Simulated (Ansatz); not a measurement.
# ZrGeS, first-principles data

ZrGeS:
```
CELL_PARAMETERS angstrom
      3.64029     0.00000     0.00000
      0.00000     3.64029     0.00000
      0.00000     0.00000     8.06354
ATOMIC_POSITIONS crystal
  Zr 0.00000 0.50000 0.72528
  Zr 0.50000 0.00000 0.27472
  Ge 0.50000 0.50000 0.00000
  Ge 0.00000 0.00000 0.00000
  S  0.00000 0.50000 0.37841
  S  0.50000 0.00000 0.62159
```

Space group P4/nmm (No. 129); conventional cell a = b = 3.6403 Å, c = 8.0635 Å, α = β = γ = 90.00°.

Method: r²SCAN in the plane-wave PAW code Ansatz. The cell and atoms are relaxed at this level. Other levels are named where they apply.

**Cell and energy**

```yaml
volume_per_atom: 17.81 Å³
density: 6.09 g/cm³
Formation energy from the elements (no fitted shifts): -1.31 eV/atom
```

**Electronic structure**

```yaml
electronic_character: metallic (no gap)
Density of states at the Fermi level: 0.07 states/eV per atom (mean over ±0.08 eV)
Gap with spin–orbit coupling: none (metallic)
```

**Mechanics**

```yaml
Bulk modulus (Birch–Murnaghan fit): 1270 kbar
Pressure derivative B′: 4.4
```

**Phonons**

```yaml
highest_zone_centre_frequency: 36.5 meV
zone_centre_stability: no imaginary mode at Γ
```

**Charges**

```yaml
bader_charges: Zr +1.83, Ge -0.60, S -1.23 e
```

The workflow started from a Materials Project entry (that database holds measured and hypothetical structures alike); the Crystallography Open Database files this formula in space group No. 129, but the cells were not matched. Its standing as an ambient phase is unchecked. Symmetry was held in the r²SCAN relaxation. No spin polarisation was allowed. As this level gives no gap, phonon frequencies hold no LO–TO term and depend on the k-mesh and smearing (Fermi–Dirac, 0.1 eV here). The references are the lowest solids computed at this level, not always the standard phases. Scalar-relativistic: spin–orbit coupling is off unless named, which matters more the heavier the elements.

Potentials: the later of the program's two PAW sets.
